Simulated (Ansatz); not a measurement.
## Strain response of Ag

These are results of DFT r2SCAN, scalar-relativistic, plane waves, PAW in Ansatz 0.2.0, not measurements. Settings: 500 eV cutoff, 12×12×2 k-mesh, Gaussian smearing of 0.10 eV, no spin polarisation.

Reference structure (relaxed):

```yaml
crystal:
  lattice:
    - [2.90471, 0.00000, 0.00000]
    - [-1.45235, 2.51555, 0.00000]
    - [0.00000, 0.00000, 21.32179]
  atoms:
    - { symbol: Ag, position: [0.00000, 0.00000, 0.00000] }
    - { symbol: Ag, position: [0.00000, 0.00000, 0.77771] }
    - { symbol: Ag, position: [0.33333, 0.66667, 0.88895] }
    - { symbol: Ag, position: [0.66667, 0.33333, 0.33333] }
    - { symbol: Ag, position: [0.66667, 0.33333, 0.11105] }
    - { symbol: Ag, position: [0.00000, 0.00000, 0.22229] }
    - { symbol: Ag, position: [0.33333, 0.66667, 0.66667] }
    - { symbol: Ag, position: [0.33333, 0.66667, 0.44438] }
    - { symbol: Ag, position: [0.66667, 0.33333, 0.55562] }
```

Deformation: biaxial strain in the a-b plane, with the length and tilt of c and the atoms relaxed, all within the symmetry that the strain leaves. Energies are extrapolated to zero smearing. On this cell's mesh the reference holds a stress of up to 0.34 GPa.

```csv
strain (%),ΔE (meV/atom),a (Å),b (Å),c (Å)
-3.0,21.3,2.818,2.818,21.939
-2.0,9.5,2.847,2.847,21.720
-1.0,2.6,2.876,2.876,21.509
+0.0,0.0,2.905,2.905,21.322
+1.0,0.9,2.934,2.934,21.104
+2.0,5.0,2.963,2.963,20.916
+3.0,11.3,2.992,2.992,20.701
```

(1) What stiffness (1/V) d²E/dε² at zero strain does a cubic fit over all points give?

(2) How does the free axis c answer a small strain?

Results:

(1) A cubic fit gives (1/V) d²E/dε² = 337 GPa at zero strain (twice the biaxial modulus).

(2) Between the innermost points its strain is -0.95 times the applied one.

This form isn't the element's structure at ambient conditions.